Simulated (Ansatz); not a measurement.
**How much do the gradients of CaCu₂S₂ depend on the method?**

Cell: a refined structure from the COD, its atoms then relaxed with PBE in this cell.

```
Ca Cu S
1.0
     3.94000    0.00000    0.00000
    -1.97000    3.41214    0.00000
     0.00000    0.00000    6.52300
Ca Cu S
1 2 2
Direct
  0.00000 0.00000 0.00000
  0.33333 0.66667 0.37257
  0.66667 0.33333 0.62743
  0.33333 0.66667 0.74150
  0.66667 0.33333 0.25850
```

Sites (sets of like atoms) are named by element and the number of their first atom in this list.

First run. All values are calculated (Ansatz; DFT, PBE, plane waves and PAW, scalar-relativistic, 420 eV cutoff, Γ-centred 8×8×5 k-points, Fermi–Dirac smearing 0.02 eV), not measured.

| site | atom | V_zz (10²¹ V/m²) | η |
| --- | --- | --- | --- |
| Ca | 1 | -0.15 | 0.00 |
| Cu | 2 | 0.79 | 0.00 |
| S | 4 | -0.37 | 0.00 |

Second run. The same atoms and settings, except that the functional is r2SCAN and the cutoff is 500 eV.

(1) Given the first result, estimate the second.

Results:

(1) 

| site | atom | V_zz | η | change of V_zz |
| --- | --- | --- | --- | --- |
| Ca | 1 | -0.17 | 0.00 | -0.02 |
| Cu | 2 | 0.89 | 0.00 | +0.10 |
| S | 4 | -0.46 | 0.00 | -0.09 |

The largest change of V_zz is on Cu, from 0.79 to 0.89. In per cent, |V_zz| changes by +13 on Cu (all sites that start above 0.5).
